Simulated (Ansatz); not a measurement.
GaN:
```yaml
crystal:
  lattice:
    - [0.00000, 2.10502, 2.10502]
    - [2.10502, 0.00000, 2.10502]
    - [2.10502, 2.10502, 0.00000]
  atoms:
    - { symbol: Ga, position: [0.00000, 0.00000, 0.00000] }
    - { symbol: N, position: [0.50000, 0.50000, 0.50000] }
```

Relaxed with HSE06.

Task: Give the Bader charges and basin volumes of the independent atoms, HSE06 (plane waves, PAW; program Ansatz).

Result: 

```
atom  Bader charge (e)  Bader volume (Å³)
----  ----------------  -----------------
Ga1              +1.78                7.3
N2               -1.78               11.3
```

Space group Fm-3m (rock salt). This is a known high-pressure phase of the composition, computed here at zero pressure and temperature. Symmetry was held in the HSE06 relaxation; its stability against distortions is not shown here.

Potentials: the earlier of the program's two PAW sets. The files were generated under PBE; for other functionals the program regenerates the frozen cores, and for LDA and PBEsol the local potential too.
